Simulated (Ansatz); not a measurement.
Li₂In:
```
CELL_PARAMETERS angstrom
      2.37242    -4.98766     0.00000
      2.37242     4.98766     0.00000
      0.00000     0.00000     4.71261
ATOMIC_POSITIONS crystal
  Li 0.24258 0.75742 0.25000
  Li 0.75742 0.24258 0.75000
  Li 0.58964 0.41036 0.25000
  Li 0.41036 0.58964 0.75000
  In 0.91302 0.08698 0.25000
  In 0.08698 0.91302 0.75000
```

Relaxed with r²SCAN. Special points in fractions of this cell's reciprocal vectors: Γ (0.000, 0.000, 0.000); Y (-0.500, 0.500, 0.000); C0 (-0.307, 0.693, 0.000); Σ0 (0.307, 0.307, 0.000); Z (0.000, 0.000, 0.500); A0 (0.307, 0.307, 0.500); E0 (-0.307, 0.693, 0.500); T (-0.500, 0.500, 0.500); S (0.000, 0.500, 0.000); R (0.000, 0.500, 0.500).

Q: List the band energies nearest the Fermi level at these points for r²SCAN in the plane-wave PAW code Ansatz.

A: In eV from the Fermi level; about four levels below and three above (degenerate sets whole), none deeper than 8.9 eV; points with the same levels are listed once.

```json
[
 {"k": "Γ", "below": "-7.92 -2.69 -1.42 -1.02", "above": "0.03 0.98 2.02"},
 {"k": "Y", "below": "-7.31 -5.19 -1.33 -0.13", "above": "1.08 1.49 1.68"},
 {"k": "C0", "below": "-7.09 -4.37 -3.20", "above": "0.23 0.89 1.06"},
 {"k": "Z", "below": "-6.22 -6.22 -0.38 -0.38", "above": "1.38 1.38 1.67 1.67"},
 {"k": "A0", "below": "-2.24 -2.24 -1.67 -1.67", "above": "3.66 3.66 4.90 4.90"},
 {"k": "T", "below": "-5.69 -5.69 -2.88 -2.88", "above": "0.65 0.65 3.15 3.15"},
 {"k": "S", "below": "-7.16 -4.16 -2.42 -1.38", "above": "0.00 1.97 2.06"},
 {"k": "R", "below": "-2.20 -2.20 -1.27 -1.27", "above": "2.11 2.11 6.42 6.42"}
]
```

Space group Cmcm. The first step of the workflow began from a Materials Project structure, measured or hypothetical; the Crystallography Open Database copy checked does not list it. With Li and In taken as one species the cell has the higher symmetry Im-3m, so it may be an ordered model of a mixed-site phase. Its standing as an ambient phase is unchecked. The cell was relaxed with r²SCAN under the symmetry of its start; its stability against distortions is not shown here. Spin–orbit coupling is left out wherever it is not named.

Potentials: the later of the program's two PAW sets.
